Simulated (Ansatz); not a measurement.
Data:

Be2B:
```
CELL_PARAMETERS angstrom
      0.00000     2.27638     2.27638
      2.27638     0.00000     2.27638
      2.27638     2.27638     0.00000
ATOMIC_POSITIONS crystal
  Be 0.25000 0.25000 0.25000
  Be 0.75000 0.75000 0.75000
  B  0.00000 0.00000 0.00000
```

This is the PBEsol-relaxed structure.

**Question.** All from PBEsol in the plane-wave PAW code Ansatz, unless another level is named. Predict the Debye temperature from the elastic constants.

**Answer.** 1250 K.

**Question.** Predict the elastic constants (relaxed ions, GPa).

**Answer.** C11 = 268, C12 = 88.1, C44 = 137.

Space group Fm-3m (fluorite or antifluorite type). The workflow started from an entry of the Crystallography Open Database (COD). Its standing as an ambient phase is unchecked. The PBEsol relaxation kept the symmetry of its start; whether a distortion lowers the energy is not shown. As this level gives no gap, shear constants depend on the k-mesh and smearing (Fermi–Dirac, 0.1 eV here).

Potentials: the later of the program's two PAW sets.
